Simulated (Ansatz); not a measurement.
**TiAl$_{2}$: clamped-ion elastic tensor**

Computed with Ansatz, DFT LDA, scalar-relativistic, plane waves, PAW. Cutoff 420 eV, 12×12×12 k-points (Γ-centred), Fermi-Dirac smearing of 0.15 eV. No spin polarisation.

The cell, relaxed at this level:
```
Ti Al
1.0
    -1.94832    1.94832   11.96341
     1.94832   -1.94832   11.96341
     1.94832    1.94832  -11.96341
Ti Al
4 8
Direct
  0.67208 0.17208 0.50000
  0.92208 0.92208 0.00000
  0.82792 0.32792 0.50000
  0.07792 0.07792 0.00000
  0.41344 0.41344 0.00000
  0.25012 0.25012 0.00000
  0.74988 0.74988 0.00000
  0.33656 0.83656 0.50000
  0.16344 0.66344 0.50000
  0.49988 0.99988 0.50000
  0.00012 0.50012 0.50000
  0.58656 0.58656 0.00000
```

In a metal, frequencies and elastic constants depend on the k mesh and the smearing, soft modes and shear constants most.

Question: Give the clamped-ion elastic constants (GPa, Voigt order xx yy zz yz xz xy, on the axes of the cell above).

Answer:
```
215.5  77.5  67.9   0.0   0.0   0.0
 77.5 215.5  67.9   0.0   0.0   0.0
 67.9  67.9 229.9   0.0   0.0   0.0
  0.0   0.0   0.0  99.9   0.0   0.0
  0.0   0.0   0.0   0.0  99.9   0.0
  0.0   0.0   0.0   0.0   0.0 107.9
```

Question: And the moduli of a polycrystal (Hill averages)?

Answer: B = 121 GPa, G = 90 GPa, E = 217 GPa, ν = 0.20.

Whether TiAl2 exists in this form wasn't checked.

Cost: 1 run of about 27 core-minutes, on Intel Xeon Processor @ 2.70GHz (shared hosts).